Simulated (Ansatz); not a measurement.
SrTiO3 (cubic perovskite)

```xyz
5
Lattice="3.9365 0.0000 0.0000 0.0000 3.9365 0.0000 0.0000 0.0000 3.9365" Properties=species:S:1:pos:R:3 pbc="T T T"
Sr     0.0000     0.0000     0.0000
Ti     1.9682     1.9682     1.9682
O      0.0000     1.9682     1.9682
O      1.9682     1.9682     0.0000
O      1.9682     0.0000     1.9682
```

Method: PBE (plane waves to 420 eV, PAW, scalar-relativistic; Ansatz, an electronic-structure program). Harmonic phonons by density-functional perturbation theory on a 8×8×8 k mesh, in cm⁻¹; i marks imaginary ones, q is in fractions of the reciprocal vectors of the cell shown, and the three acoustic modes at Γ are left out. The non-analytic (LO-TO) term is not included, so polar modes at Γ have their transverse values. SrTiO3 is run without spin polarisation. SrTiO3 was relaxed with its symmetry unable to fall. The PAW data are Ansatz's earlier set.

### Question
Is the structure dynamically stable at Γ, X = (0.5, 0.0, 0.0), M = (0.5, 0.5, 0.0), R = (0.5, 0.5, 0.5)?

### Answer
Unstable at this level: the lowest mode is 141i cm⁻¹ at Γ. SrTiO3 is measured in this form, so the imaginary mode is a miss of this level unless the crystal transforms on cooling or is held by pressure.

### Question
List the wavenumbers at Γ, X = (0.5, 0.0, 0.0), M = (0.5, 0.5, 0.0), R = (0.5, 0.5, 0.5), with degeneracies.

### Answer
```csv
q,wavenumbers (cm⁻¹)
Γ,"141i (×3), 144 (×3), 233 (×3), 509 (×3)"
"X = (0.5, 0.0, 0.0)","54i (×2), 98 (×2), 157 (×2), 159, 263, 273, 309 (×2), 476 (×2), 520, 718"
"M = (0.5, 0.5, 0.0)","19, 43, 97, 104 (×2), 253 (×2), 315 (×2), 425, 450, 460 (×2), 463, 767"
"R = (0.5, 0.5, 0.5)","72i (×3), 125 (×3), 414 (×3), 424 (×3), 431 (×2), 802"
```
